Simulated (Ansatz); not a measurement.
Here is an unrelaxed guess for Ti₃Al₄Ni.

```cif
data_structure
_symmetry_space_group_name_H-M 'P 1'
_symmetry_Int_Tables_number 1
_cell_length_a 5.4224
_cell_length_b 5.4224
_cell_length_c 3.9224
_cell_angle_alpha 90.000
_cell_angle_beta 90.000
_cell_angle_gamma 90.000
_cell_volume 115.33
loop_
_atom_site_label
_atom_site_type_symbol
_atom_site_fract_x
_atom_site_fract_y
_atom_site_fract_z
_atom_site_occupancy
Ti1 Ti 0.00000 0.00000 0.50000 1
Ti2 Ti 0.00000 0.50000 0.50000 1
Ti3 Ti 0.50000 0.00000 0.50000 1
Al1 Al 0.75000 0.75000 0.00000 1
Al2 Al 0.75000 0.25000 0.00000 1
Al3 Al 0.25000 0.75000 0.00000 1
Al4 Al 0.25000 0.25000 0.00000 1
Ni1 Ni 0.50000 0.50000 0.50000 1
```

The calculation used Ansatz, DFT PBE, scalar-relativistic, plane waves, PAW. Plane waves to 420 eV, a k mesh through Γ of 4×4×4 on the computed 8-atom cell and Gaussian smearing (0.10 eV); collinear spin from starting moments 0.0 0.0 0.0 0.0 0.0 0.0 0.0 2.0 μB.

Energies over the elements count from the elements' standard structures at the same level, with no fitted energy shifts.

Q: How far from equilibrium is it?

A: The pressure is 8.9 GPa (the mean over three directions, positive in compression), the largest force is 0.73 eV/Å, and the energy is −0.33 eV/atom against the elements. The shortest distance is 2.71 Å.

Q: How much does it gain on relaxing, and where does it end?

A: Relaxing gains under 0.1 eV/atom (the start's value is from the coarse mesh, so the gain is rough) in 16 ionic steps and ends at −0.38 eV/atom on the finer mesh. The symmetry stays P4/mmm (No. 123). The volume per atom grows by 6.3 %, from 14.4 to 15.3 Å³. The shortest distance goes from 2.71 Å (Ti–Ni, Al–Al and Ti–Ti) to 2.63 Å (Al–Ni). The ratio c/a of the conventional cell changes by a factor of 0.86. Conventional cell: a = 5.820 Å, c = 3.620 Å. Ti on a site of symmetry 4/mmm is surrounded by 8 Al at 2.86 Å and 4 Ti at 2.91 Å; Al has 2 Ni at 2.63 Å, 2 Al at 2.69 Å, 6 Ti at 2.74–2.86 Å and 2 Al at 3.13 Å; Ni is surrounded by 8 Al at 2.63 Å and 4 Ti at 2.91 Å; 1 more site not described.

The last run used a 6×6×10 mesh (in the run's order of axes) for its 8-atom cell and Gaussian smearing of 0.10 eV. Trial moments died out on the coarse mesh, so the last step has no spin; another magnetic start might hold. The relaxation can't lower the symmetry of the start. Symmetry constrained the relaxation, so the result can be a saddle point. Another cell of Ti3Al4Ni relaxed alike, in P4/mmm, lies 92 meV/atom lower, so this cell isn't the stable form at this level.
